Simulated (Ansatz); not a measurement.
Rb (bcc, W type)

```
CELL_PARAMETERS angstrom
     -5.67105     5.67105     5.67105
      2.83552    -2.83552     2.83552
      2.83552     2.83552    -2.83552
ATOMIC_POSITIONS crystal
  Rb 0.00000 0.00000 0.00000
  Rb 0.50000 0.00000 0.00000
```

The atoms are displaced by Q × the pattern below (from a DFPT mode at N = (0.5, 0.0, 0.0), largest move 1; Q in Å), at fixed cell. (q is in reciprocal vectors of the primitive cell; the cell shown is doubled to hold the pattern.)

```json
[
 {"atom": "Rb1", "x": "1.000", "y": "0.000", "z": "0.000"},
 {"atom": "Rb2", "x": "-1.000", "y": "0.000", "z": "0.000"}
]
```

Computed with PBE (plane waves to 420 eV, PAW, scalar-relativistic; Ansatz, a first-principles code). k mesh 6×12×12 (Γ-centred), Fermi-Dirac smearing 0.05 eV. E stands for the smeared free energy. With partly filled bands, energies and forces of such displacements shift with the k mesh and the smearing. Rb was relaxed with its symmetry unable to fall. The PAW data are Ansatz's earlier set. ΔE is measured from the undisplaced structure. The last digit holds for this mesh only.

| Q (Å) | ΔE (meV/cell) |
|---|---|
| -0.1000 | 2.78 |
| -0.0833 | withheld |
| -0.0667 | 1.24 |
| -0.0500 | 0.70 |
| -0.0333 | 0.31 |
| -0.0167 | 0.08 |
| 0.0000 | 0.00 |
| 0.0167 | 0.08 |
| 0.0333 | 0.31 |
| 0.0500 | 0.70 |
| 0.0667 | 1.24 |
| 0.0833 | withheld |
| 0.1000 | 2.78 |

**Question.** Fit an even polynomial form (powers 2, 4) to the given rows and predict ΔE at Q = -0.0833.

**Answer.** Least squares on the 11 given rows: ΔE = (279.9)·Q² + (-187.2)·Q⁴, in meV/cell with Q in Å; root-mean-square residual 0.001 meV/cell. At -0.0833 the fit gives 1.93 meV/cell; the calculation gives 1.93 meV/cell, the same to the digits shown. The quadratic term alone would give 1.94 meV/cell.

(For displaced atoms, the force is minus the slope of the energy, and its curvature is a force constant, which sets phonon frequencies.)
